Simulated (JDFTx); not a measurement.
Mo(110) slab cut from bulk Mo (space group Im-3m, indices of the conventional cell, lattice of the Materials Project entry mp-129, not re-optimised): 6 atoms in 6 planes, a 1x1 cell of 7.09 Å² (|a| = 2.743, |b| = 2.743 Å), 11.2 Å between the outermost planes, cell height 27.2 Å, 8×8×1 k mesh, Fermi smearing 0.01 Ha, no spin polarisation.

All numbers are PBE, GBRV ultrasoft potentials, plane waves to 20/100 Ha results from JDFTx (a modified build), not measurements. Vacuum. The outer atoms relax from bulk positions, keeping the cell's symmetry; the lattice is not PBE's own optimum in this code, and that strain can shift the moves by a few hundredths of an ångström. Input:

```
lattice \
  5.1839711414 -1.7279903805 0.0000000000 \
  0.0000000000 4.8874948632 0.0000000000 \
  0.0000000000 0.0000000000 51.4005505898
coords-type Lattice
ion Mo 0.5000000000 0.5000000000 -0.2058681600 1
ion Mo 0.0000000000 0.0000000000 -0.1235208960 0
ion Mo 0.5000000000 0.5000000000 -0.0411736320 0
ion Mo 0.0000000000 0.0000000000 0.0411736320 0
ion Mo 0.5000000000 0.5000000000 0.1235208960 0
ion Mo 0.0000000000 0.0000000000 0.2058681600 1
ion-species pseudo/mo_pbe_v1.upf
elec-cutoff 20 100
elec-ex-corr gga-PBE
coulomb-interaction Slab 001
coulomb-truncation-embed 0 0 0
kpoint-folding 8 8 1
elec-smearing Fermi 0.01
lcao-params 10
elec-n-bands 55
electronic-scf nIterations 100 energyDiffThreshold 1e-07
ionic-minimize nIterations 10 energyDiffThreshold 1e-5 knormThreshold 4e-4
dump-name vac.$VAR
dump End State Ecomponents EigStats BandEigs Forces ElecDensity IonicPositions Fillings Kpoints Dtot
```

Q: How far do the free atoms of the upper face move along the normal, and how much energy is released?

A: Mo (atom 6) -0.10 Å (positive: outward). The free energy falls by 0.068 eV per cell, 76 mJ/m².
